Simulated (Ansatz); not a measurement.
TiOF2:
```
CELL_PARAMETERS angstrom
      4.92373     0.00000     0.00000
      0.00000     9.02867     0.00000
     -2.46105     0.00000     4.40867
ATOMIC_POSITIONS crystal
  Ti 0.12275 0.56255 0.19240
  Ti 0.87725 0.06255 0.80760
  Ti 0.56966 0.81737 0.19259
  Ti 0.43034 0.31737 0.80741
  O  0.80339 0.93993 0.50007
  O  0.19661 0.43993 0.49993
  O  0.85082 0.68991 0.20183
  O  0.14918 0.18991 0.79817
  F  0.55898 0.93277 0.87480
  F  0.44102 0.43277 0.12520
  F  0.81577 0.44712 0.87465
  F  0.18423 0.94712 0.12535
  F  0.79282 0.18995 0.08560
  F  0.20718 0.68995 0.91440
  F  0.47873 0.68996 0.45772
  F  0.52127 0.18996 0.54228
```

Relaxed with r²SCAN+D4.

### Question
Tabulate the valence density and the electron localisation function along the shortest Ti–F contact (1.89 Å), the program Ansatz at the r²SCAN+D4 level (PAW).

### Answer


| distance from Ti (Å) | density (e/Å³) | ELF |
|---|---|---|
| 0.19 | 9.57 | 0.08 |
| 0.28 | 8.82 | 0.26 |
| 0.38 | 7.53 | 0.48 |
| 0.47 | 5.84 | 0.62 |
| 0.57 | 4.06 | 0.66 |
| 0.66 | 2.53 | 0.57 |
| 0.76 | 1.46 | 0.37 |
| 0.85 | 0.90 | 0.19 |
| 0.95 | 0.72 | 0.15 |
| 1.04 | 0.82 | 0.30 |
| 1.14 | 1.11 | 0.58 |
| 1.23 | 1.65 | 0.75 |
| 1.32 | 2.65 | 0.79 |
| 1.42 | 4.28 | 0.78 |
| 1.51 | 6.52 | 0.73 |
| 1.61 | 9.08 | 0.64 |
| 1.70 | 11.52 | 0.52 |

The density is the valence pseudo-density with augmentation charge, so density and ELF within about 1 Å of a nucleus are not all-electron values.

Space group C222_1. The first step of the workflow began from a Materials Project structure, measured or hypothetical; the Crystallography Open Database copy checked does not list it. Whether it is the stable phase at ambient conditions was not checked. The r²SCAN+D4 relaxation kept the symmetry of its start; its stability against distortions is not shown here. The run is not spin-polarised.

Potentials: the later of the program's two PAW sets.
